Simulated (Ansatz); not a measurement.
The crystal of Mn$_{2}$ZnAs$_{2}$ (P-3m1), relaxed at this level, has 17.23 Å³/atom and no gap on the mesh:

```xyz
5
Lattice="4.0703 0.0000 0.0000 -2.0351 3.5250 0.0000 0.0000 0.0000 6.0051" Properties=species:S:1:pos:R:3 pbc="T T T"
Mn    0.0000    2.3500    2.0869
Mn    2.0351    1.1750    3.9183
Zn    0.0000    0.0000    0.0000
As    0.0000    2.3500    4.5173
As    2.0351    1.1750    1.4878
```

From a supercell of 20 atoms with 4 Zn sites, Zn atoms were taken out at random (neutral cells). Vacancies this close interact, so the results aren't those of isolated ones. Each cell was relaxed without symmetry on coarser meshes and computed once more; the crystal stands on its own mesh of 12×12×6. All numbers below come from DFT PBE+D3(BJ), scalar-relativistic, plane waves, PAW in Ansatz.

Plane waves to 420 eV, a k mesh through Γ of 3×4×4 on the computed 19-atom cell and Gaussian smearing (0.10 eV); collinear spin from starting moments -4 -4 -4 -4 -4 4 4 4 0 0 0 0 0 0 0 0 0 0 0 μB.

The relaxation ran on 2×2×2 (shifted) k points with a smearing of 0.1 eV, from sites shaken by 0.02 Å.

The crystal carries 1.15 μB/atom; crystal and cells may differ in magnetic order, which the energies include.

Task: What do the vacancies do to volume and gap?

Result: One draw a row:

```json
{"atoms removed": "1", "cell volume / perfect": "1.001", "gap on mesh (eV)": "0.00", "P (GPa)": "-0.5", "largest force (eV/Å)": "0.19", "relaxation": "stopped early"}
{"atoms removed": "1", "cell volume / perfect": "0.994", "gap on mesh (eV)": "0.00", "P (GPa)": "0.5", "largest force (eV/Å)": "0.41", "relaxation": "stopped early"}
```

The k mesh is coarse. An atom lies near a switch of its D3 coefficient C6 between reference coordination numbers, so the dispersion energy changes steeply there and can make or shift the minimum.

Cost: 4 runs of about 2.2 core-hours in all (earlier runs that led there not counted), on Arm Neoverse V1 (shared hosts).